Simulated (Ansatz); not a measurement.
The start is a relaxed Ni cell, doubled along one cell vector, shaken by Gaussian noise of σ = 0.08 Å a coordinate. The structure is fully relaxed (lattice and positions, P = 0) with r2SCAN (plane waves to 500 eV, PAW, scalar-relativistic; Ansatz, a quantum-chemistry and plane-wave program). The first steps use a coarse 8×16×16 k-mesh.

Initial structure:
```yaml
crystal:
  lattice:
    - [0.00000, 3.47813, 3.47813]
    - [1.73906, 0.00000, 1.73906]
    - [1.73906, 1.73906, 0.00000]
  atoms:
    - { symbol: Ni, position: [0.00069, 0.95828, 0.04313] }
    - { symbol: Ni, position: [0.51655, 0.02129, 0.93283] }
```
Spin-polarised start, with parallel moments on Ni.

```yaml
energy_released: 0.04 eV/atom
relative_to_the_parent: The parent structure is recovered, Fm-3m (No. 225)
Shortest distances (start → end): "The closest pairs of elements (up to four, under 3.6 Å), start → end: Ni–Ni 2.29 → 2.46 Å"
moments_at_the_end: net 0.74 μB/atom, ferromagnetic
optimiser_moves: 6
```

Final values are on a 23×23×23 k-mesh of the relaxed cell. Spin state reached: ferromagnetic (net 0.74 μB/atom), from parallel starting moments; other spin orders were not run from this start. r2SCAN tends to overstate moments in metals.

The run could not lose the symmetry of its start.
